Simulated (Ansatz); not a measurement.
Li2Nb4NiO12:
```
Li2Nb4NiO12
1.0
   -5.14330     0.00000     0.00000
   -2.58139     2.14775     8.48465
   -2.56483     4.89285     0.00000
Li Nb Ni O
2 4 1 12
Direct
  0.66856   0.11463   0.54355
  0.91651   0.36043   0.80587
  0.74713   0.76177   0.74890
  0.24604   0.24136   0.26148
  0.50773   0.50490   0.49319
  0.99545   0.99668   0.00309
  0.19542   0.59827   0.01592
  0.15532   0.68550   0.63584
  0.66145   0.19267   0.11679
  0.64053   0.57138   0.75067
  0.13987   0.07744   0.22881
  0.77548   0.94919   0.85309
  0.27464   0.45432   0.35782
  0.73979   0.89072   0.41560
  0.21602   0.39142   0.92975
  0.74565   0.63384   0.16919
  0.21858   0.14064   0.67282
  0.28057   0.81172   0.98351
  0.78469   0.31999   0.49839
```
Starting moments (μB, in the order of the atoms Li Li Nb Nb Nb Nb Ni O O O O O O O O O O O O): 0.0 0.0 0.0 0.0 0.0 0.0 1.6 0.0 0.0 0.0 0.0 0.0 0.0 0.0 0.0 0.0 0.0 0.0 0.0.

Relaxed with r²SCAN. Independent-particle spectrum: no excitons, no local fields, no scissors shift; 0.1 eV broadening; ε₁ of the summed bands alone.

Problem. Tabulate the dielectric function from the program Ansatz at the r²SCAN level (PAW).

Solution. 

| E (eV) | ε₁ xx | ε₂ xx | ε₁ yy | ε₂ yy | ε₁ zz | ε₂ zz |
|---|---|---|---|---|---|---|
| 0.0 | 5.46 | 0.00 | 5.01 | 0.00 | 5.39 | 0.00 |
| 0.4 | 5.48 | 0.00 | 5.02 | 0.00 | 5.41 | 0.00 |
| 0.8 | 5.55 | 0.00 | 5.08 | 0.00 | 5.47 | 0.00 |
| 1.2 | 5.66 | 0.00 | 5.17 | 0.00 | 5.58 | 0.00 |
| 1.6 | 5.83 | 0.00 | 5.31 | 0.00 | 5.75 | 0.00 |
| 2.0 | 6.09 | 0.00 | 5.52 | 0.00 | 6.01 | 0.00 |
| 2.4 | 6.50 | 0.00 | 5.84 | 0.00 | 6.43 | 0.00 |
| 2.8 | 7.42 | 0.18 | 6.52 | 0.19 | 7.41 | 0.17 |
| 3.2 | 7.73 | 1.36 | 6.84 | 0.65 | 7.30 | 1.48 |
| 3.6 | 7.84 | 1.26 | 7.25 | 0.95 | 7.58 | 1.19 |
| 4.0 | 9.72 | 2.12 | 8.69 | 1.60 | 9.33 | 1.98 |
| 4.4 | 9.89 | 5.64 | 9.82 | 4.81 | 10.30 | 5.63 |
| 4.8 | 7.44 | 8.54 | 6.43 | 7.60 | 7.04 | 7.89 |
| 5.2 | 5.27 | 8.38 | 4.59 | 6.19 | 4.89 | 7.99 |
| 5.6 | 2.59 | 8.29 | 3.48 | 7.02 | 2.87 | 7.86 |
| 6.0 | 1.19 | 7.18 | 1.75 | 6.36 | 1.52 | 6.85 |
| 6.4 | -0.35 | 5.41 | 0.75 | 5.05 | 0.23 | 5.43 |
| 6.8 | 0.01 | 3.74 | 0.61 | 3.71 | 0.28 | 3.88 |
| 7.2 | 0.64 | 2.91 | 1.06 | 2.92 | 0.59 | 3.00 |
| 7.6 | 1.39 | 2.23 | 1.74 | 2.33 | 1.49 | 2.16 |
| 8.0 | 2.58 | 2.17 | 2.56 | 2.24 | 2.76 | 2.25 |
| 8.4 | 3.55 | 3.47 | 3.55 | 3.48 | 3.41 | 3.67 |
| 8.8 | 2.48 | 5.33 | 2.58 | 4.78 | 2.39 | 4.93 |
| 9.2 | 0.75 | 4.91 | 1.19 | 4.74 | 1.00 | 5.08 |
| 9.6 | 0.03 | 4.20 | 0.37 | 4.22 | 0.14 | 4.25 |
| 10.0 | 0.09 | 3.50 | 0.27 | 3.73 | 0.04 | 3.61 |
| 10.4 | -0.04 | 3.18 | -0.06 | 3.45 | -0.11 | 3.26 |
| 10.8 | 0.01 | 2.81 | -0.38 | 2.82 | -0.22 | 2.89 |
| 11.2 | 0.07 | 2.63 | -0.14 | 2.30 | 0.01 | 2.40 |
| 11.6 | -0.07 | 2.50 | 0.03 | 2.05 | 0.03 | 2.30 |
| 12.0 | 0.00 | 2.17 | 0.25 | 1.86 | 0.11 | 2.15 |

Problem. From ε at 2.9 eV (xx: 7.69 + 0.48i), find n, k, the normal reflectivity and the absorption coefficient.

Solution. n = 2.77, k = 0.087, R = 22 %, α = 2kE/ħc = 26000 cm⁻¹.

With all bands, ε∞ without local fields is 5.66 (xx), 5.21 (yy), 5.59 (zz).

Space group P1. The start of the workflow was typed in or built on a structure type; neither database checked (COD, Materials Project) lists it. Its standing as an ambient phase is unchecked. The cell was relaxed with r²SCAN under the symmetry of its start; whether a distortion lowers the energy is not shown. Magnetic state: ferromagnetic, the only order run, not a proven ground state. Other orbital occupations within this spin state were not tried. No Hubbard U is applied. Scalar-relativistic: spin–orbit coupling is off unless named, which matters more the heavier the elements.

Potentials: the later of the program's two PAW sets.
